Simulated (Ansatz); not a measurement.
Ti₂SiB₂:
```cif
data_B2SiTi2
_chemical_formula_sum 'Si1 Ti2 B2'
_space_group_name_H-M_alt 'P 1'
_space_group_IT_number 1
_cell_length_a 5.41994
_cell_length_b 5.41994
_cell_length_c 3.36024
_cell_angle_alpha 90.000
_cell_angle_beta 90.000
_cell_angle_gamma 147.612
loop_
_space_group_symop_operation_xyz
  'x, y, z'
loop_
_atom_site_label
_atom_site_type_symbol
_atom_site_fract_x
_atom_site_fract_y
_atom_site_fract_z
_atom_site_occupancy
Si1 Si 0.00000 0.00000 0.00000 1
Ti1 Ti 0.36437 0.63563 0.50000 1
Ti2 Ti 0.63563 0.36437 0.50000 1
B1 B 0.20752 0.79248 0.00000 1
B2 B 0.79248 0.20752 0.00000 1
```

Relaxed with DFT-PBEsol in the program Ansatz with PAW potentials. Indices refer to the conventional cell of Cmmm, a = 3.0232 Å, b = 10.4098 Å, c = 3.3602 Å, α = β = γ = 90.00°.

Task: Simulate the powder diffraction pattern (Cu Kα, λ = 1.54184 Å; lines above 1 %) up to 2θ = 90°.

Result: Simulated powder pattern, Cu Kα, λ = 1.54184 Å (kinematic, ideal powder, no thermal factors, no anomalous dispersion; the 30 strongest lines at most, above 1 %, up to 2θ = 90°):

```json
[
 {"2θ (°)": "26.53", "d (Å)": "3.360", "I/Imax (%)": "22", "hkl": "(001)"},
 {"2θ (°)": "30.80", "d (Å)": "2.903", "I/Imax (%)": "11", "hkl": "(110)"},
 {"2θ (°)": "31.70", "d (Å)": "2.823", "I/Imax (%)": "8.6", "hkl": "(021)"},
 {"2θ (°)": "34.46", "d (Å)": "2.602", "I/Imax (%)": "14", "hkl": "(040)"},
 {"2θ (°)": "39.54", "d (Å)": "2.279", "I/Imax (%)": "58", "hkl": "(130)"},
 {"2θ (°)": "41.09", "d (Å)": "2.197", "I/Imax (%)": "100", "hkl": "(111)"},
 {"2θ (°)": "44.01", "d (Å)": "2.058", "I/Imax (%)": "72", "hkl": "(041)"},
 {"2θ (°)": "48.24", "d (Å)": "1.886", "I/Imax (%)": "24", "hkl": "(131)"},
 {"2θ (°)": "52.76", "d (Å)": "1.735", "I/Imax (%)": "5.5", "hkl": "(060)"},
 {"2θ (°)": "53.44", "d (Å)": "1.715", "I/Imax (%)": "17", "hkl": "(150)"},
 {"2θ (°)": "54.63", "d (Å)": "1.680", "I/Imax (%)": "21", "hkl": "(002)"},
 {"2θ (°)": "61.33", "d (Å)": "1.512", "I/Imax (%)": "14", "hkl": "(200)"},
 {"2θ (°)": "64.03", "d (Å)": "1.454", "I/Imax (%)": "2.1", "hkl": "(112)"},
 {"2θ (°)": "66.21", "d (Å)": "1.412", "I/Imax (%)": "3.3", "hkl": "(042)"},
 {"2θ (°)": "68.01", "d (Å)": "1.379", "I/Imax (%)": "2.6", "hkl": "(201)"},
 {"2θ (°)": "69.50", "d (Å)": "1.352", "I/Imax (%)": "19", "hkl": "(132)"},
 {"2θ (°)": "70.58", "d (Å)": "1.334", "I/Imax (%)": "4.9", "hkl": "(170)"},
 {"2θ (°)": "70.69", "d (Å)": "1.333", "I/Imax (%)": "1.8", "hkl": "(221)"},
 {"2θ (°)": "72.29", "d (Å)": "1.307", "I/Imax (%)": "2.4", "hkl": "(240)"},
 {"2θ (°)": "72.66", "d (Å)": "1.301", "I/Imax (%)": "4.7", "hkl": "(080)"},
 {"2θ (°)": "76.87", "d (Å)": "1.240", "I/Imax (%)": "16", "hkl": "(171)"},
 {"2θ (°)": "78.52", "d (Å)": "1.218", "I/Imax (%)": "23", "hkl": "(241)"},
 {"2θ (°)": "78.89", "d (Å)": "1.213", "I/Imax (%)": "2.2", "hkl": "(081)"},
 {"2θ (°)": "79.40", "d (Å)": "1.207", "I/Imax (%)": "3.1", "hkl": "(062)"},
 {"2θ (°)": "79.94", "d (Å)": "1.200", "I/Imax (%)": "9.7", "hkl": "(152)"},
 {"2θ (°)": "85.13", "d (Å)": "1.140", "I/Imax (%)": "2.6", "hkl": "(260)"},
 {"2θ (°)": "86.63", "d (Å)": "1.124", "I/Imax (%)": "10", "hkl": "(202)"}
]
```

The start of the workflow was typed in or built on a structure type; neither database checked (COD, Materials Project) lists it. Whether it is the stable phase at ambient conditions was not checked. Symmetry was held in the PBEsol relaxation; whether a distortion lowers the energy is not shown. The run is not spin-polarised.

Potentials: the earlier of the program's two PAW sets. The files were generated under PBE; for other functionals the program regenerates the frozen cores, and for LDA and PBEsol the local potential too.
